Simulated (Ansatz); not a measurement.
## EuSe₂, relaxed from a fluorite start to space group R-3m (read at 0.02 Å)

Computed with Ansatz (plane waves, PAW, 420 eV cutoff): PBE, scalar-relativistic, collinear spin, Γ-centred 8×8×4 mesh, 0.05 eV Gaussian smearing; PAW files: Ansatz's generated set soft_2.

```
CELL_PARAMETERS angstrom
0.00000 3.48515 3.48515
3.48515 0.00000 3.48515
7.02657 7.02657 -0.05626
ATOMIC_POSITIONS crystal
Eu 0.00000 0.00000 0.00000
Se 0.24944 0.24944 0.12583
Se 0.75056 0.75056 0.37417
Eu 0.00000 0.00000 0.50000
Se 0.24944 0.24944 0.62583
Se 0.75056 0.75056 0.87417
```

The start was a prototype's sites filled with these elements, not a measured cell.

Magnetic state: antiferromagnetic, site spin moments Eu 6.48, -6.48; Se -0.13, 0.13 μB.

The cell above was scaled in volume, and shape and atoms were relaxed at each volume within its symmetry. Energies are counted from the cell above.

At this volume the pressure is -0.13 GPa; it isn't quite the equilibrium of this level of theory.

```json
{"V (Å³/atom)": "26.99", "ΔE (meV/atom)": "?", "P (GPa)": "?", "largest moment (μB)": "?"}
{"V (Å³/atom)": "27.42", "ΔE (meV/atom)": "5.8", "P (GPa)": "1.8", "largest moment (μB)": "6.45"}
{"V (Å³/atom)": "27.99", "ΔE (meV/atom)": "1.1", "P (GPa)": "0.8", "largest moment (μB)": "6.46"}
{"V (Å³/atom)": "28.56", "ΔE (meV/atom)": "0.0", "P (GPa)": "-0.1", "largest moment (μB)": "6.47"}
{"V (Å³/atom)": "29.13", "ΔE (meV/atom)": "2.0", "P (GPa)": "-1.0", "largest moment (μB)": "6.49"}
{"V (Å³/atom)": "29.71", "ΔE (meV/atom)": "6.9", "P (GPa)": "-1.7", "largest moment (μB)": "6.50"}
{"V (Å³/atom)": "30.56", "ΔE (meV/atom)": "18.9", "P (GPa)": "-2.7", "largest moment (μB)": "6.52"}
{"V (Å³/atom)": "31.42", "ΔE (meV/atom)": "35.8", "P (GPa)": "-3.5", "largest moment (μB)": "6.53"}
```

**Question.** Fill in the withheld row.

**Answer.** ΔE (meV/atom): 11.8, P (GPa): 2.7, largest moment (μB): 6.44.

**Question.** What do the points give for the equilibrium volume, the bulk modulus and its pressure derivative (third-order Birch–Murnaghan)?

**Answer.** V0 = 28.47 Å³/atom, B0 = 45 GPa, B0′ = 4.5.

B0·V0 = 45.0 GPa × 28.47 Å³ = 8.00 eV/atom sets the scale: near the minimum ΔE ≈ ½ B0 V0 x², with x = V/V0 − 1, and a pressure of 0.5 GPa squeezes the volume by about 1 %.

Without a U the 4f levels of Eu lie too near the Fermi level, so their share of the states there, and what hangs on it, is overstated. For elements this heavy, spin–orbit coupling would shift levels and gaps; it isn't included here. Site moments are of spin, integrated over atomic spheres. The run is a metal.
